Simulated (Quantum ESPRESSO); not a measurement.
# NMR parameters of LiBr

```xyz
2
Lattice="0.0000 2.7227 2.7227 2.7227 0.0000 2.7227 2.7227 2.7227 0.0000" Properties=species:S:1:pos:R:3 pbc="T T T"
Li     0.0000     0.0000     0.0000
Br     2.7227     2.7227     2.7227
```
Geometry: a computed entry of the Materials Project; it was not checked against measured cells. It is LiBr in Fm-3m. Stability against distortions was not tested.

Computed: shieldings by GIPAW with PBE in a modified build of Quantum ESPRESSO, on JTH PAW datasets, 20 Ha, k-mesh 4×4×4 shifted, f-sum rule met within 0.007 %.

```tsv
site	site symmetry	σ_iso (ppm)
Li (atom 1)	m-3m	81
Br (atom 2)	m-3m	2577
```

Shieldings are absolute and leave out the bulk-susceptibility term; a larger σ means a smaller chemical shift. In our sweeps, cutoffs and meshes of this size left a few ppm, and up to some 20 ppm on atoms from Zn on. Spin–orbit coupling is left out; its weight grows with the heaviest atom, Br here. The datasets of Br hold no d projectors, which limits absolute σ on these atoms.
